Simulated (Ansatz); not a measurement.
**Relaxing a structure of GePd**

The start is a generated cell, GePd built in the CoSn structure type. A full variable-cell relaxation at zero pressure is run with r2SCAN (plane waves to 500 eV, PAW, scalar-relativistic; Ansatz, a program for electronic structure). The first steps use a 7×7×8 k-mesh.

Starting cell:
```yaml
crystal:
  lattice:
    - [5.24824, 0.00000, 0.00000]
    - [-2.62412, 4.54511, 0.00000]
    - [0.00000, 0.00000, 4.23488]
  atoms:
    - { symbol: Pd, position: [0.50000, 0.00000, 0.00000] }
    - { symbol: Pd, position: [0.50000, 0.50000, 0.00000] }
    - { symbol: Pd, position: [0.00000, 0.50000, 0.00000] }
    - { symbol: Ge, position: [0.00000, 0.00000, 0.00000] }
    - { symbol: Ge, position: [0.33333, 0.66667, 0.50000] }
    - { symbol: Ge, position: [0.66667, 0.33333, 0.50000] }
```

Task: By how much does the energy per atom fall from start to end?

Result: 0.06 eV/atom.

Task: How do the shortest distances between atoms change?

Result: The closest pairs of elements (up to four, under 3.6 Å), start → end: Ge–Pd 2.60 → 2.56 Å; Pd–Pd 2.62 → 2.77 Å; Ge–Ge 3.03 → 3.20 Å.

Task: What does it relax into? Give the structure.

Result: 
Space group P6/mmm (No. 191); a = b = 5.5400 Å, c = 3.9967 Å, α = β = 90.00°, γ = 120.00°

```tsv
atom	site	symmetry	x	y	z
Pd	3f	mmm	0.0000	0.5000	0.0000
Ge	1a	6/mmm	0.0000	0.0000	0.0000
Ge	2d	-6m2	0.3333	0.6667	0.5000
```

The space group stays P6/mmm (No. 191) (the run could not lower it); the end is AFLOW prototype AB_hP6_191_f_ad (B35, as in CoSn), with 6 atoms in the primitive cell. Final values are on a 10×10×12 k-mesh of the relaxed cell. No spin polarisation in the result.

The run could not lose the symmetry of its start: the end is stationary, and may be a saddle point rather than a minimum.

All atoms sit on sites fixed by symmetry, so only the cell could relax.

The relaxed structure here is a generated cell of GePd: the first start was made by placing the elements on the sites of a structure type, and the end was not matched to a known phase here, so it may be hypothetical.
